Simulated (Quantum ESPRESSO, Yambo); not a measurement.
Ca₃CdO₄ (space group Cmmm, No. 65). The geometry is that of Materials Project entry mp-755287, symmetrised and not relaxed again. Chain: PBEsol (Quantum ESPRESSO, PseudoDojo norm-conserving, 102 Ry, no spin-orbit coupling); G0W0 in Yambo (2×2×4 Γ-centred k mesh, bands 5 to 175 and a 7 Ry block in the screening, 175 bands in G with the Bruneval-Gonze terminator, plasmon pole fitted at 27.2 eV); BSE (4×4×6 mesh, 12 valence and 7 conduction bands, static screening with 77 bands and a 3 Ry block, scissor 1.60 eV, Tamm-Dancoff).

| Item | Result |
|---|---|
| PBEsol gap (dense path) | 2.58 eV |
| PBEsol gap (0, -0.5, 0) → Γ on the GW mesh | 2.58 eV |
| PBEsol smallest direct gap on the GW mesh, at Γ | 2.78 eV |
| G0W0 direct gap at that point | 4.38 eV |
| G0W0 correction to the gap (0, -0.5, 0) → Γ | 1.54 eV |
| lowest exciton | no binding energy given (see below) |

Rough cost of the Yambo steps against G0W0 for 12 states: BSE within a factor of two.

Convergence of the G0W0 settings was not tested. The BSE states are vertical excitations (zero momentum); the indirect quasiparticle gap, about 4.12 eV, is smaller than the direct one (4.38 eV on the GW mesh). The lowest state covers only about 1 of the 96 k points, so the mesh doesn't resolve it: its energy and its distance from the direct gap are mesh artefacts. An extended exciton needs a far denser mesh. Axes are Cartesian, with cell vectors (Å) (3.37, -4.78, 0.00), (3.37, 4.78, 0.00), (0.00, 0.00, 3.39).

Spin-orbit splittings are left out.

The structure is a Materials Project entry; no match was found in the copy of COD used, and its stability was not checked.
